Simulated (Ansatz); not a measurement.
BC₅ in space group I-4m2 (No. 119; B on 2c, C on 4e, C on 2b, C on 4f) at seven volumes, LDA (plane waves, PAW; program Ansatz), shape and atoms relaxed at each. One row is withheld.

| V (Å³/atom) | P (GPa) |
|---|---|
| 5.281 | 45.43 |
| 5.456 | 28.13 |
| 5.630 | 13.09 |
| 5.804 | 0.00 |
| 5.978 | -11.39 |
| 6.152 | -21.31 |
| 6.326 | ? |

**Question.** Fit the shown pressures and predict the withheld one.

**Answer.** P = (3/2)B₀(x^(7/2) − x^(5/2))[1 + (3/4)(B′ − 4)(x − 1)] with x = (V₀/V)^(2/3). Least squares on the six rows gives V₀ = 5.804 Å³/atom, B₀ = 407 GPa, B′ = 3.57. At V = 6.326, x = 0.9442 and P = -30.04 GPa. The run itself gave -29.94 GPa.

The workflow started from a Materials Project entry (that database holds measured and hypothetical structures alike); the Crystallography Open Database copy checked does not list it. Its standing as an ambient phase is unchecked. Symmetry was held in the LDA relaxation; its stability against distortions is not shown here.

Potentials: the later of the program's two PAW sets.
